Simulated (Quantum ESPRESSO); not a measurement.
```
CELL_PARAMETERS angstrom
      0.00000     2.79810     2.79810
      2.79810     0.00000     2.79810
      2.79810     2.79810     0.00000
ATOMIC_POSITIONS crystal
  Mg 0.00000 0.00000 0.00000
  S  0.25000 0.25000 0.25000
```

Cell and atoms were relaxed with LDA from Materials Project entry mp-13032, within its symmetry.

Problem. What does norm-conserving LDA (Quantum ESPRESSO, 84 Ry, without SOC) give for the electronic structure near the Fermi level?

Solution. The LDA gap is direct, 3.35 eV at Γ. 

This is not the ordinary phase of the substance; no match was found in the copy of COD used, and its stability was not checked.
